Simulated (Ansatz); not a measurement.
Starting cell, SrTl (CsCl type):

```xyz
4
Lattice="7.8976 0.0000 0.0000 3.9488 3.9488 0.0000 3.9488 0.0000 3.9488" Properties=species:S:1:pos:R:3 pbc="T T T"
Sr     0.0000     0.0000     0.0000
Sr     3.9488     0.0000     0.0000
Tl     9.8719     1.9744     1.9744
Tl     5.9232     1.9744     1.9744
```

A phonon eigenvector at R = (0.5, 0.5, 0.5) is frozen into this cell: atom i moves by Q times the vector below, so Q is the largest atomic displacement, in Å. The cell is held. It is one choice among 3 degenerate patterns. (q is in reciprocal vectors of the primitive cell; the cell shown is doubled to hold the pattern.)

```
atom      x      y       z
----  -----  -----  ------
Sr1   0.000  0.000   1.000
Sr2   0.000  0.000  -1.000
```

Atoms not listed stay in place.

Computed with LDA (plane waves to 420 eV, PAW, scalar-relativistic; Ansatz, a first-principles code). k mesh 12×12×12 (Γ-centred), Fermi-Dirac smearing 0.05 eV. The energy includes the smearing's −TS. With partly filled bands, energies and forces of such displacements shift with the k mesh and the smearing. Spin-orbit coupling is left out, though Tl is heavy. SrTl was relaxed with its symmetry unable to fall. The zero of ΔE is the undisplaced structure. The last digit holds for this mesh only.

```tsv
Q (Å)	ΔE (meV/cell)
-0.180	withheld
-0.150	93.9
-0.120	59.7
-0.090	33.4
-0.060	14.8
-0.030	3.7
0.000	0.0
0.030	3.7
0.060	14.8
0.090	33.4
0.120	59.7
0.150	93.9
0.180	withheld
```

Q: Fit an even polynomial form (powers 2, 4) to the given rows and predict ΔE at Q = -0.180.

A: Least squares on the 11 given rows: ΔE = (4097)·Q² + (3402)·Q⁴, in meV/cell with Q in Å; root-mean-square residual 0.01 meV/cell. At -0.180 the fit gives 136.3 meV/cell; the calculation gives 136.2 meV/cell, so the extrapolation is off by 0.1 (+0.1 %). The quadratic term alone would give 132.7 meV/cell.

(For displaced atoms, the force is minus the slope of the energy, and its curvature is a force constant, which sets phonon frequencies.)
